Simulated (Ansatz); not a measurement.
Relaxation of a relaxed VSi2 cell displaced along its unstable phonon at q = (½, 0, 0) of its primitive reciprocal cell (152i cm⁻¹), largest move 0.15 Å; 6 atoms in the cell, which starts as R-3m, hexagonal axes (No. 166), hR6; a = b = 4.012 Å, c = 19.653 Å, α = β = 90.00°, γ = 120.00°. Calculation: PBEsol (plane waves to 420 eV, PAW, scalar-relativistic; Ansatz, a program for electronic structure). Γ-centred k-mesh 5×10×10 on the run's cell (coarser than for final values), Fermi–Dirac smearing 0.05 eV. This is the first round of the run. 

The optimiser's lines from the output (shortened; P is positive under compression):

```
relax step   1: F+E_penalty+E_count = -8255.65124255 eV  Δ(F+E_penalty+E_count) = +0.000e0 eV  max|allowed force component| = 3.667e-1 eV/Å  Δτ_max = 0.0000 Å  P = -0.247 GPa  Ω = 91.296 Å³  (7 SCF iters, dr2 threshold 1.00e-7 eV, accepted)
relax step   2: F+E_penalty+E_count = -8255.87157910 eV  Δ(F+E_penalty+E_count) = -2.203e-1 eV  max|allowed force component| = 5.636e-1 eV/Å  Δτ_max = 0.0835 Å  P = -0.825 GPa  Ω = 91.046 Å³  (6 SCF iters, dr2 threshold 6.00e-7 eV, accepted)
relax step   3: F+E_penalty+E_count = -8256.20760744 eV  Δ(F+E_penalty+E_count) = -3.360e-1 eV  max|allowed force component| = 5.911e-1 eV/Å  Δτ_max = 0.1176 Å  P = -1.282 GPa  Ω = 90.264 Å³  (7 SCF iters, dr2 threshold 6.00e-7 eV, accepted)
relax step   4: F+E_penalty+E_count = -8256.61681728 eV  Δ(F+E_penalty+E_count) = -4.092e-1 eV  max|allowed force component| = 2.300e-1 eV/Å  Δτ_max = 0.1954 Å  P = -1.922 GPa  Ω = 88.439 Å³  (7 SCF iters, dr2 threshold 6.00e-7 eV, accepted)
relax step   5: F+E_penalty+E_count = -8256.64030694 eV  Δ(F+E_penalty+E_count) = -2.349e-2 eV  max|allowed force component| = 8.150e-2 eV/Å  Δτ_max = 0.1162 Å  P = -0.009 GPa  Ω = 86.158 Å³  (7 SCF iters, dr2 threshold 6.00e-7 eV, accepted)
relax step   6: F+E_penalty+E_count = -8256.65915411 eV  Δ(F+E_penalty+E_count) = -1.885e-2 eV  max|allowed force component| = 6.285e-2 eV/Å  Δτ_max = 0.0136 Å  P = +0.265 GPa  Ω = 85.955 Å³  (6 SCF iters, dr2 threshold 6.00e-7 eV, accepted)
relax step   7: F+E_penalty+E_count = -8256.66213362 eV  Δ(F+E_penalty+E_count) = -2.980e-3 eV  max|allowed force component| = 6.484e-3 eV/Å  Δτ_max = 0.0201 Å  P = -0.104 GPa  Ω = 86.366 Å³  (6 SCF iters, dr2 threshold 6.00e-7 eV, accepted)
relax step   8: F+E_penalty+E_count = -8256.66218187 eV  Δ(F+E_penalty+E_count) = -4.825e-5 eV  max|allowed force component| = 5.682e-4 eV/Å  Δτ_max = 0.0011 Å  P = -0.015 GPa  Ω = 86.302 Å³  (6 SCF iters, dr2 threshold 4.15e-8 eV, accepted)
relax step   9: F+E_penalty+E_count = -8256.66162374 eV  Δ(F+E_penalty+E_count) = +5.581e-4 eV  max|allowed force component| = 4.823e-4 eV/Å  Δτ_max = 0.0000 Å  P = -0.016 GPa  Ω = 86.302 Å³  stress off target by 2.61e-2 GPa  SCF on the basis re-selected at this cell (its energy is not comparable with the rows above)  (6 SCF iters)
relax step  10: F+E_penalty+E_count = -8256.66162729 eV  Δ(F+E_penalty+E_count) = -3.547e-6 eV  max|allowed force component| = 1.535e-4 eV/Å  Δτ_max = 0.0001 Å  P = -0.001 GPa  Ω = 86.292 Å³  (6 SCF iters, dr2 threshold 1.70e-9 eV, accepted)
relax step  11: F+E_penalty+E_count = -8256.66162485 eV  Δ(F+E_penalty+E_count) = +2.442e-6 eV  max|allowed force component| = 1.535e-4 eV/Å  Δτ_max = 0.0000 Å  P = -0.001 GPa  Ω = 86.292 Å³  stress off target by 2.41e-3 GPa  SCF on the basis re-selected at this cell (its energy is not comparable with the rows above)  (9 SCF iters)
```

From the first to the last row the energy changes by -0.17 eV/atom and the volume by -5.5 %. The last row is marked as not comparable with the walk above it, whose basis was carried along; it does compare with step 1, since both stand on a basis selected at the nominal cutoff for their own cell.

Later rounds, restarted from the end of this one on a renewed k-mesh, logged 8 more steps and released under 0.01 eV/atom more. The final structure after all rounds: R-3m, hexagonal axes (No. 166), hR6; a = b = 4.077 Å, c = 17.981 Å, α = β = 90.00°, γ = 120.00°. Between re-selections the logged energies stand on a plane-wave basis carried along with the cell. No spin polarisation in the result. A magnetic state may lie lower.

The run could not lose the symmetry of its start: the end is stationary, and may be a saddle point rather than a minimum.

The relaxed structure here is a generated cell of VSi2: the first start was made by placing the elements on the sites of a structure type, and the end was not matched to a known phase here, so it may be hypothetical.
